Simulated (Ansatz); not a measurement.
Data:

Ni$_{3}$Sn$_{4}$:
```cif
data_Ni6Sn8
_chemical_formula_sum 'Ni6 Sn8'
_space_group_name_H-M_alt 'C2/m'
_space_group_IT_number 12
_space_group_name_Hall '-C 2y'
_cell_length_a 12.17859
_cell_length_b 4.05874
_cell_length_c 5.20270
_cell_angle_alpha 90.000
_cell_angle_beta 105.121
_cell_angle_gamma 90.000
loop_
_atom_site_label
_atom_site_type_symbol
_atom_site_symmetry_multiplicity
_atom_site_Wyckoff_symbol
_atom_site_fract_x
_atom_site_fract_y
_atom_site_fract_z
_atom_site_occupancy
Ni1 Ni 2 a 0.00000 0.00000 0.00000 1
Ni2 Ni 4 i 0.21550 0.00000 0.33610 1
Sn1 Sn 4 i 0.07263 0.50000 0.31402 1
Sn2 Sn 4 i 0.17218 0.00000 0.81249 1
```
(The calculation used a cell of 7 atoms; values per cell refer to that cell.)

This is the r²SCAN-relaxed structure.

**Question.** All from r²SCAN (plane waves, PAW; program Ansatz), unless another level is named. Give the formation energy from the elements (no fitted shifts).

**Answer.** -17 kJ/mol of atoms.

**Question.** What about the density of states at the Fermi level?

**Answer.** 0.39 states/eV per atom (mean over ±0.08 eV).

The workflow started from a Materials Project entry (that database holds measured and hypothetical structures alike); the Crystallography Open Database files this formula in space group No. 12, but the cells were not matched. Whether it is the stable phase at ambient conditions was not checked. Symmetry was held in the r²SCAN relaxation; whether a distortion lowers the energy is not shown. The run is not spin-polarised. The references are the lowest solids computed at this level, not always the standard phases. Scalar-relativistic: spin–orbit coupling is off unless named, which matters more the heavier the elements.

Potentials: the later of the program's two PAW sets.
